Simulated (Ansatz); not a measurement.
## TiO₂: tetragonal deformation path

Theory: DFT PBE, scalar-relativistic, plane waves, PAW (Ansatz). Cutoff 420 eV, Γ-centred 8×8×10 k-points, Gaussian smearing of 0.05 eV. No spin polarisation. Energies are free energies at this smearing, counted from the undisturbed cell; pressure is positive in compression.

Reference structure (relaxed at this level):

```
Ti O
1.0
     4.64306    0.00000    0.00000
     0.00000    4.64306    0.00000
     0.00000    0.00000    2.96402
Ti O
2 4
Cartesian
  0.0000 0.0000 0.0000
  2.3215 2.3215 1.4820
  1.4166 1.4166 0.0000
  0.9049 3.7382 1.4820
  3.2264 3.2264 0.0000
  3.7382 0.9049 1.4820
```

At fixed volume and fractional coordinates, lengths along (0.000, 0.000, 1.000) are scaled against those across it; ρ is that ratio over its starting value.

| ρ | ΔE (meV/atom) |
| --- | --- |
| 0.800 | 350.8 |
| 0.850 | 178.0 |
| 0.920 | 43.6 |
| 0.960 | 10.0 |
| 1.000 | 0.0 |
| 1.050 | 13.1 |
| 1.100 | 47.1 |
| 1.200 | 157.7 |
| 1.300 | 307.2 |

(1) Predict the gap on the mesh (eV) at each point.

## Answers

(1)
| ρ | gap on the mesh (eV) |
| --- | --- |
| 0.800 | 0.98 |
| 0.850 | 1.59 |
| 0.920 | 1.98 |
| 0.960 | 1.94 |
| 1.000 | 1.86 |
| 1.050 | 1.79 |
| 1.100 | 1.79 |
| 1.200 | 1.92 |
| 1.300 | 1.67 |

Cost: 9 runs of about 2.4 core-minutes in all, on AMD EPYC 7R43 (Zen 3) (shared hosts).